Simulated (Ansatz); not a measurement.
LaOF:
```yaml
crystal:
  lattice:
    - [4.07652, 0.00000, 0.00000]
    - [0.00000, 4.07652, 0.00000]
    - [0.00000, 0.00000, 5.82562]
  atoms:
    - { symbol: La, position: [0.50000, 0.00000, 0.71558] }
    - { symbol: La, position: [0.00000, 0.50000, 0.28442] }
    - { symbol: O, position: [0.00000, 0.00000, 0.50000] }
    - { symbol: O, position: [0.50000, 0.50000, 0.50000] }
    - { symbol: F, position: [0.50000, 0.50000, 0.00000] }
    - { symbol: F, position: [0.00000, 0.00000, 0.00000] }
```

Relaxed with r²SCAN. Special points in fractions of this cell's reciprocal vectors: Γ (0.000, 0.000, 0.000); X (0.000, 0.500, 0.000); M (0.500, 0.500, 0.000); Z (0.000, 0.000, 0.500); R (0.000, 0.500, 0.500); A (0.500, 0.500, 0.500).

Task: List the band energies nearest the valence-band maximum at these points for r²SCAN with spin–orbit coupling in the plane-wave PAW code Ansatz.

Result: In eV from the valence-band maximum; about four levels below and three above (degenerate sets whole), none deeper than 8.9 eV; points with the same levels are listed once.

```
k                    below                above
-  -----------------------  -------------------
Γ  -0.38 -0.38 -0.32 -0.32  5.41 5.41 5.45 5.45
X  -0.43 -0.43 -0.43 -0.43  5.38 5.38 5.38 5.38
M  -0.33 -0.33 -0.33 -0.33  5.17 5.17 5.17 5.17
Z  -0.26 -0.26 -0.19 -0.19  5.45 5.45 5.74 5.74
R  -0.57 -0.57 -0.57 -0.57  5.49 5.49 5.49 5.49
A  -0.36 -0.36 -0.36 -0.36  5.06 5.06 5.06 5.06
```

Space group P4/nmm. The first step of the workflow began from a Materials Project structure, measured or hypothetical; the Crystallography Open Database copy checked does not list it. COD files the formula under space group No. 166. Whether it is the stable phase at ambient conditions was not checked. The cell was relaxed with r²SCAN under the symmetry of its start; its stability against distortions is not shown here.

Potentials: the later of the program's two PAW sets.
